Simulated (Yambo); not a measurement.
Yambo run on a free-standing SnS2 monolayer (symmetry P-3m1, slab cell 15.9 Å high). The wavefunctions are norm-conserving PBE (stringent potentials; Quantum ESPRESSO, 102 Ry, without SOC) ones on a 6×6×1 mesh (17 occupied bands); a = 3.6651 Å, b = 3.6651 Å, c = 15.9000 Å, α = 90.00°, β = 90.00°, γ = 120.00°.

Yambo input:

```
rim_cut
HF_and_locXC
RandQpts= 1000000
RandGvec= 2 Ry
CUTGeo= "slab z"
EXXRLvcs= 102 Ry
VXCRLvcs= 408 Ry
% QPkrange
 1 | 1 | 17 | 18 |
 2 | 2 | 17 | 18 |
 4 | 4 | 17 | 18 |
 7 | 7 | 17 | 18 |
%
```

k points by index: 1 = Γ, 2 = (0, 0.167), 4 = M, 7 = K.

Table of the .hf output:

```
#    K-point    Band    Eo [eV]    Ehf [eV]    Vxc [eV]    Vnlxc [eV]
#
    1    17    -0.088431    -2.598265    -13.63831    -16.14814
    1    18    2.436799    6.032491    -12.75779    -9.162096
    2    17    0.000000    -2.531412    -13.56826    -16.09967
    2    18    2.953612    6.822153    -13.54886    -9.680318
    4    17    -0.258509    -2.952476    -13.39752    -16.09149
    4    18    1.574189    5.002653    -12.45060    -9.022132
    7    17    -0.645288    -3.740325    -12.78196    -15.87700
    7    18    2.661047    6.532139    -13.13094    -9.259847
```
Exchange alone, without screening.

Geometry relaxed with PBE+D3(BJ).
